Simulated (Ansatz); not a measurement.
Input:

BeSe:
```xyz
2
Lattice="0.0000 2.5643 2.5643 2.5643 0.0000 2.5643 2.5643 2.5643 0.0000" Properties=species:S:1:pos:R:3 pbc="T T T"
Be     0.0000     0.0000     0.0000
Se     3.8464     3.8464     3.8464
```

This is the PBEsol-relaxed structure. Tensor components refer to the Cartesian frame of this cell.

Q: All from PBEsol (plane waves, PAW; program Ansatz), unless another level is named. Estimate the Poisson's ratio.

A: 0.22.

Q: Predict the elastic constants (relaxed ions, GPa).

A: C11 = 131, C12 = 53.7, C44 = 67.2.

Q: And the piezoelectric stress constants (proper, relaxed ions, C/m²)?

A: e14 = e25 = e36 = 0.20.

Space group F-43m (zinc blende). Symmetry was held in the PBEsol relaxation. Signs of piezoelectric constants follow the polarity of the cell as given.

Potentials: the earlier of the program's two PAW sets. The files were generated under PBE; for other functionals the program regenerates the frozen cores, and for LDA and PBEsol the local potential too.
